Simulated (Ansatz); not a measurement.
**Wurtzite alloy of AlN and SiC (60 of 96 Al sites, 60 of 96 N sites exchanged), 192 atoms**

Ansatz, PAW, plane waves. PBEsol relaxation of cell lengths and atoms (angles held) at the single k point (½, ½, ½); single points on the relaxed atoms at the Γ point alone, onto which points of the small cell's zone fold. Arrangement: quasirandom. No spin–orbit coupling unless named.

Relaxed cell: a = 12.398 Å, b = 16.106 Å, c = 10.062 Å, α = 90.00°, β = 90.00°, γ = 90.00°.

Mean bond lengths: Al–C 1.960 Å; Al–N 1.962 Å; C–Si 1.853 Å; N–Si 1.867 Å.

Q: What gap lies between the top filled and the lowest empty level in the single points?

A: HSE06 3.19 eV (69 s on NVIDIA GB200).
